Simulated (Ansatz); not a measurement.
# Gd2B3C2: B vacancy

All numbers are calculated (PBEsol, collinear spin, no spin-orbit coupling; Ansatz, PAW set soft_2, 420 eV, k-mesh 5×5×5), not measured.

The relaxed host crystal (no gap at this level of theory):

```
CELL_PARAMETERS angstrom
1.69209 -6.82305 0.00000
1.69209 6.82305 0.00000
0.00000 0.00000 3.66419
ATOMIC_POSITIONS crystal
B 0.71790 0.28210 0.50000
B 0.28210 0.71790 0.50000
B 0.50000 0.50000 0.50000
C 0.60557 0.39443 0.50000
C 0.39443 0.60557 0.50000
Gd 0.13435 0.86565 0.00000
Gd 0.86565 0.13435 0.00000
```

Supercell of 21 atoms, rows of the matrix [[-1,-1,-1],[2,2,-1],[0,-1,1]] times the cell vectors; B vacancy at (0.718, 0.282, 0.500) in fractions of the cell above. Atoms are relaxed at the host's cell. The cell loses 1 of its 9 B, so this is a heavily defective crystal.

Distances from the empty B site (Å), by shell of the perfect crystal:

| shell | perfect crystal | relaxed, charge 0 |
| --- | --- | --- |
| 1 C | 1.53 | 1.57 |
| 2 B | 1.91 | 2.22 |

```json
{"charge": "0", "moment of the cell (μB)": "42.37", "gap of the cell on the mesh (eV)": "0.00"}
```

At charge 0 the unpaired electrons sit on atoms with moments (μB): 6 Gd of 6.83 to 6.88.

Formation energy of the neutral defect: 2.74 eV, taking atoms from and to the elements' standard states (no corrections for gases), so it belongs to those chemical potentials alone.

Caveats: Gd without a U keeps its half-filled shell, but its 4f levels lie too near the Fermi level; open f or d shells may hold a state above the lowest; small supercell, so energies and levels can be off by tenths of an eV; the atoms kept the symmetry of the start, so a distorted state could lie lower.
